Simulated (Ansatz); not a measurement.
FeBiO₃ in space group R3c (No. 161; Bi on 6a, Fe on 6a, O on 18b), DFT-PBEsol in the program Ansatz with PAW potentials, all energies at zero smearing, with the estimated change up to a 700 eV cutoff added, with one set of potentials and settings (totals compare only within such a set). Cell of 10 atoms (2 Bi, 2 Fe, 6 O): -36744.201 eV.

```tsv
element	reference phase	E (eV/atom)
Bi	R-3m, 2 atoms in the cell	-12242.0039
Fe	Im-3m, 1 atoms in the cell, spin-polarised	-4448.8520
O	C2/m, 4 atoms in the cell, spin-polarised	-558.3554
```

Formation energy per atom, worked out: (-36744.201 − 2×(-12242.0039) − 2×(-4448.8520) − 6×(-558.3554))/10 = -1.236 eV/atom (-119 kJ per mol of atoms), at 0 K, without zero-point energy or fitted corrections.

The PBEsol relaxation kept the symmetry of its start, as lowered by the spin order. The final state is antiferromagnetic, chosen from 2 collinear starts compared on coarse meshes (ties went to the first, and starts can fall back to one state), not a proven ground state. Textbook magnetic order: antiferromagnetic. No Hubbard U is applied. The references are the lowest solids computed at this level, not always the standard phases (solids in place of the gases). Scalar-relativistic: spin–orbit coupling is off unless named, which matters more the heavier the elements.

Potentials: the later of the program's two PAW sets.
